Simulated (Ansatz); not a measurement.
Relaxed Ge (diamond):

```yaml
crystal:
  lattice:
    - [0.00000, 2.83635, 2.83635]
    - [2.83635, 0.00000, 2.83635]
    - [2.83635, 2.83635, 0.00000]
  atoms:
    - { symbol: Ge, position: [0.50000, 0.50000, 0.50000] }
    - { symbol: Ge, position: [0.75000, 0.75000, 0.75000] }
```

In this cell atom 2 (Ge, nearest neighbour Ge at 2.456 Å; its periodic images, 4.0 Å or more away, move with it) is moved by s along Cartesian x, unit vector (1.000, 0.000, 0.000); all other atoms and the cell stay fixed.

These are r2SCAN (plane waves to 500 eV, PAW, scalar-relativistic; Ansatz, an electronic-structure program) values and carry that method's errors. k mesh 8×8×8 (Γ-centred), Fermi-Dirac smearing 0.05 eV. E stands for the smeared free energy. As the smearing reaches across the gap at some points, energies and forces of such displacements shift with the k mesh and the smearing. Ge was relaxed with its symmetry unable to fall. The PAW data are Ansatz's earlier set. ΔE is measured from the undisplaced structure.

The scan covers s from -0.740 to 0.740 Å in 11 points.

Q: Is this a single well or a double well?

A: A single well with its minimum at or next to zero displacement.

Q: Is the energy the same for equal positive and negative displacements?

A: Even: the same for both signs. With its periodic images moving along, the atom's site symmetry in this cell is -43m.

Q: What force acts on the atom along the line at s = -0.740 Å?

A: 4.89 eV/Å.

Q: What is the energy change at s = 0.740 Å?

A: 2374 meV/cell.

Q: What is the force constant k = d²E/ds² of this move at s = 0?

A: 11.5 eV/Å².

(For displaced atoms, the force is minus the slope of the energy, and its curvature is a force constant, which sets phonon frequencies.)
